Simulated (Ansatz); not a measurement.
Theory: Ansatz 0.2.0, DFT PBE, scalar-relativistic, plane waves, PAW. The final run on the 12-atom cell used 420 eV, a Γ-centred 6×6×4 mesh, 0.02 eV smearing and no spin polarisation.

Formation energies are uncorrected and count from the elements' standard states at the same level.

Question: Propose a candidate for a trigonal semiconductor that holds Sn and 2 more elements, with a gap near 0.7 eV, a formation energy near −0.92 eV/atom and a density near 5.9 g/cm³, in a cell of 12 atoms.

Answer: CdSn2O3, space group P3m1 (No. 156). Around Cd on its first site lie 6 O at 3.01 Å, 1 Cd at 3.17 Å, 6 Sn at 3.38–3.47 Å and 6 O at 3.44 Å; Cd on its second site is surrounded by 1 Cd at 3.17 Å, 6 O at 3.21 Å and 3 Sn at 3.37 Å; around Sn on its first site lie 3 O at 2.17 Å; O on its first site has 3 Sn at 2.08–2.22 Å, 3 O at 2.59–2.68 Å and 2 Cd at 3.01 Å; 4 more sites not described.

```
Cd Sn O
1.0
     5.82718    0.00000    0.00000
    -2.91359    5.04649    0.00000
     0.00000    0.00000    7.60448
Cd Sn O
2 4 6
Cartesian
  0.0000 0.0000 6.4235
  0.0000 0.0000 3.2540
  0.0000 3.3643 1.0844
  0.0000 3.3643 5.5829
  2.9136 1.6822 3.0530
  2.9136 1.6822 6.1542
  -1.3401 2.5906 7.1700
  4.2519 2.4548 4.5928
  1.3401 2.5906 7.1700
  1.5753 2.4548 4.5928
  0.0000 4.9117 7.1700
  2.9136 0.1368 4.5928
```

* Volume per atom: 18.6 Å³
* Density: 5.9 g/cm³
* Formation energy: −0.919 eV/atom
* Gap on the 6×6×4 mesh of the 12-atom cell: 0.70 eV

It was reached by relaxing an invented guess, and it needn't be the stable form of this composition. The answer needn't be unique; the calculation gave this one.

No dispersion correction is applied, so the spacing and binding between layers, chains or molecules are poorly described. Kohn–Sham gaps at this level usually fall short of measured ones. This cell was reached by moving the atoms of another relaxed cell at random and relaxing again, last within the group found; it had no such test of its own.
